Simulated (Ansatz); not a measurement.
## Ti$_{2}$Te$_{2}$P, first-principles data

Ti2Te2P:
```cif
data_P3Te6Ti6
_chemical_formula_sum 'Ti6 Te6 P3'
_space_group_name_H-M_alt 'R-3m :H'
_space_group_IT_number 166
_space_group_name_Hall '-R 3 2"'
_cell_length_a 3.65038
_cell_length_b 3.65038
_cell_length_c 29.84892
_cell_angle_alpha 90.000
_cell_angle_beta 90.000
_cell_angle_gamma 120.000
loop_
_atom_site_label
_atom_site_type_symbol
_atom_site_symmetry_multiplicity
_atom_site_Wyckoff_symbol
_atom_site_fract_x
_atom_site_fract_y
_atom_site_fract_z
_atom_site_occupancy
Ti1 Ti 6 c 0.00000 0.00000 0.37773 1
Te1 Te 6 c 0.00000 0.00000 0.22837 1
P1 P 3 a 0.00000 0.00000 0.00000 1
```
(The calculation used a cell of 5 atoms; values per cell refer to that cell.)

Space group R-3m (No. 166); conventional cell a = b = 3.650 Å, c = 29.849 Å, α = β = 90.00°, γ = 120.00°.

Method: DFT-r²SCAN in the program Ansatz with PAW potentials. Geometry: relaxed at this level of theory. Other levels are named where they apply.

### Cell and energy

```
Quantity                                                       Value
-----------------------------------------------------  -------------
Volume per atom                                             22.96 Å³
Density                                                   5.52 g/cm³
Formation energy from the elements (no fitted shifts)  -1.03 eV/atom
```

### Electronic structure

```
Item                                                                        Result
------------------------------------  --------------------------------------------
Electronic character                                             metallic (no gap)
Density of states at the Fermi level  0.39 states/eV per atom (mean over ±0.08 eV)
```

The workflow started from a Materials Project entry (that database holds measured and hypothetical structures alike); the Crystallography Open Database copy checked does not list it. Whether it is the stable phase at ambient conditions was not checked. The cell was relaxed with r²SCAN under the symmetry of its start; whether a distortion lowers the energy is not shown. No spin polarisation was allowed. A crystal of weakly bound layers computed without a dispersion correction: the cell and the soft elastic constants depend strongly on that. With an odd number of electrons in the cell and no spin polarisation, the count alone makes it a metal. The references are the lowest solids computed at this level, not always the standard phases. Scalar-relativistic: spin–orbit coupling is off unless named, which matters more the heavier the elements.

Potentials: the later of the program's two PAW sets.
